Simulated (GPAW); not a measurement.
# HfO2: changing the Hubbard U on Hf d

Symmetry: Fm-3m, No. 225, cubic system. Conventional cell: a = 5.115 Å, b = 5.115 Å, c = 5.115 Å, α = 90.00°, β = 90.00°, γ = 90.00°. Hf (site symmetry m-3m) has 8 O at 2.21 Å as nearest neighbours. O (site symmetry -43m) has 4 Hf at 2.21 Å as nearest neighbours.

Measurements of this composition are mostly on another form, of space group No. 14.

Kept alike: task band structure; functional PBEsol; k mesh 9 × 9 × 9; occupations fermi-dirac, width 0.05 eV; no spin polarisation. Program: GPAW, PAW data sets generated for this functional, cutoff 800 eV. The mesh is that of the run's cell of 3 atoms. No spin-orbit coupling.

| Hubbard U on Hf d, U (eV) | band gap (eV) | pressure (GPa) |
| --- | --- | --- |
| 0 | 3.595 | -10.35 |
| 1 | 3.788 | -7.73 |
| 2 | 3.978 | -5.02 |
| 3 | 4.164 | -2.22 |
| 4 | 4.342 | 0.68 |
| 6 | 4.673 | 6.73 |
| 8 | 4.927 | 13.10 |

Pressure is positive in compression; the values hold the error of the finite cutoff, so their zero can differ a little from the energy's minimum. U acts here on a shell without spin polarisation. How U acts hangs on the program's projectors. Gaps are the smaller of the mesh's and the band path's.

**Question.** What does the Hubbard U on Hf d change here?

**Answer.** The band gap rises from 3.595 to 4.927 eV between 0 and 8 eV. U pushes filled shell states down and empty ones up. The mean slope is +0.17 eV per eV of U. The pressure rises from -10.35 to 13.10 GPa between 0 and 8 eV. U localises the shell and weakens its bonds, so the cell pushes outwards.
